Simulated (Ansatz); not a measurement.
Computed properties of Ag

Ag:
```
Ag
1.0
    2.89275     0.00000     0.00000
   -1.44637     2.50519     0.00000
    0.00000     0.00000     9.41491
Ag
4
Direct
  0.00000   0.00000   0.00000
  0.00000   0.00000   0.50000
  0.33333   0.66667   0.25000
  0.66667   0.33333   0.75000
```

Space group P6_3/mmc (No. 194), dhcp (α-La type); conventional cell a = b = 2.893 Å, c = 9.415 Å, α = β = 90.00°, γ = 120.00°.

Method: r²SCAN+D4 (plane waves, PAW; program Ansatz). The cell and atoms are relaxed at this level. Other levels are named where they apply.

Cell and energy:

- Volume per atom: 17.06 Å³
- Density: 10.50 g/cm³

Electronic structure:

- Electronic character = metallic (no gap)
- Density of states at the Fermi level = 0.27 states/eV per atom (mean over ±0.08 eV)

Mechanics:

- Bulk modulus (Birch–Murnaghan fit): 109 GPa
- Pressure derivative B′: 5.7
- Elastic constants (relaxed ions, GPa): C11 = 146, C12 = 98.1, C13 = 79.1, C33 = 175, C44 = 30.1
- Mechanical stability: stable (all eigenvalues of C positive)
- Hill bulk and shear moduli: 109 and 29.9 GPa
- Young's modulus: 82.2 GPa
- Poisson's ratio: 0.37
- Debye temperature from the elastic constants: 220 K

The workflow started from a Materials Project entry (that database holds measured and hypothetical structures alike); the Crystallography Open Database files this formula in space group No. 194, but the cells were not matched. It is not the phase usual at ambient conditions (space group No. 225). Symmetry was held in the r²SCAN+D4 relaxation; its stability against distortions is not shown here. No spin polarisation was allowed. The pairwise dispersion correction was not fitted to metals. As this level gives no gap, shear constants depend on the k-mesh and smearing (Fermi–Dirac, 0.1 eV here). Axis ratios of metals converge slowly with the k-mesh, so a and c are less sure than the volume. On the denser mesh and wider smearing of the elastic run this cell carries a stress of 0.4 GPa. Scalar-relativistic: spin–orbit coupling is off unless named, which matters more the heavier the elements.

Potentials: the later of the program's two PAW sets.
